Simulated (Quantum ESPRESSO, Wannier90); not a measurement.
## Wannierisation of Cu$_{3}$Sn (Fm-3m)

```
begin unit_cell_cart
ang
    0.0000000000    3.0830250000    3.0830250000
    3.0830250000    0.0000000000    3.0830250000
    3.0830250000    3.0830250000    0.0000000000
end unit_cell_cart
begin atoms_frac
Cu   0.5000000000  0.5000000000  0.5000000000
Cu  -0.2500000000 -0.2500000000 -0.2500000000
Cu   0.2500000000  0.2500000000  0.2500000000
Sn   0.0000000000  0.0000000000  0.0000000000
end atoms_frac
```

Structure: Materials Project mp-838, symmetrised, not relaxed again. Not found in the COD (Crystallography Open Database) copy used, which has the formula in other groups; not checked further. Method: PBEsol plane waves in Quantum ESPRESSO 7.5 (PseudoDojo norm-conserving files, 74 Ry, spinors with spin-orbit coupling), Bloch states on a 4×4×4 mesh through Γ, Wannier90 4.0.1. Density: 12×12×12 mesh, cold smearing 0.01 Ry.

A tight-binding model is made by disentanglement and projection with no localisation steps (num_iter = 0), so the 62 orbitals stay atom-like: hydrogen-like Cu: s;p;d; Sn: s;p, axes along x, y, z; frozen window up to 3.00 eV relative to the Fermi level. It follows pw.x to 11 meV rms for states up to 1.0 eV relative to the Fermi level. Matrix elements depend on this choice of orbitals and windows.

The 30 largest hoppings ⟨m,0|H|n,R⟩ between different sites (one of each Hermitian pair; signs follow the real orbitals' lobes; the list may end inside a set of equal values):

```csv
m,n,R,distance of the centres (Å),t (eV),Im t (eV)
Cu1 pz↓,Sn4 pz↓,0 0 1,3.08,1.795,0.000
Cu1 py↑,Sn4 py↑,0 1 0,3.08,1.795,0.000
Cu1 py↓,Sn4 py↓,0 1 0,3.08,1.795,0.000
Cu1 px↑,Sn4 px↑,0 1 1,3.08,1.795,0.000
Cu1 px↓,Sn4 px↓,0 1 1,3.08,1.795,0.000
Cu1 px↓,Sn4 px↓,1 0 0,3.08,1.795,0.000
Cu1 py↑,Sn4 py↑,1 0 1,3.08,1.795,0.000
Cu1 py↓,Sn4 py↓,1 0 1,3.08,1.795,0.000
Cu1 pz↑,Sn4 pz↑,1 1 0,3.08,1.795,0.000
Cu1 pz↑,Sn4 pz↑,0 0 1,3.08,1.795,0.000
Cu1 px↑,Sn4 px↑,1 0 0,3.08,1.795,0.000
Cu1 pz↓,Sn4 pz↓,1 1 0,3.08,1.795,0.000
Cu3 pz↑,Cu2 pz↑,0 0 1,3.08,1.749,0.000
Cu3 pz↓,Cu2 pz↓,0 0 1,3.08,1.749,0.000
Cu3 py↑,Cu2 py↑,0 1 0,3.08,1.749,0.000
Cu3 py↓,Cu2 py↓,0 1 0,3.08,1.749,0.000
Cu3 px↑,Cu2 px↑,0 1 1,3.08,1.749,0.000
Cu3 px↓,Cu2 px↓,0 1 1,3.08,1.749,0.000
Cu3 px↑,Cu2 px↑,1 0 0,3.08,1.749,0.000
Cu3 px↓,Cu2 px↓,1 0 0,3.08,1.749,0.000
Cu3 py↑,Cu2 py↑,1 0 1,3.08,1.749,0.000
Cu3 py↓,Cu2 py↓,1 0 1,3.08,1.749,0.000
Cu3 pz↑,Cu2 pz↑,1 1 0,3.08,1.749,0.000
Cu3 pz↓,Cu2 pz↓,1 1 0,3.08,1.749,0.000
Sn4 s↑,Cu2 px↑,0 0 0,2.67,-1.289,-0.004
Sn4 s↑,Cu2 py↑,0 0 0,2.67,-1.289,0.004
Sn4 s↑,Cu3 px↑,0 0 0,2.67,1.289,0.004
Sn4 s↑,Cu3 py↑,0 0 0,2.67,1.289,-0.004
Sn4 s↓,Cu2 px↓,0 0 0,2.67,-1.289,0.004
Sn4 s↓,Cu2 py↓,0 0 0,2.67,-1.289,-0.004
```
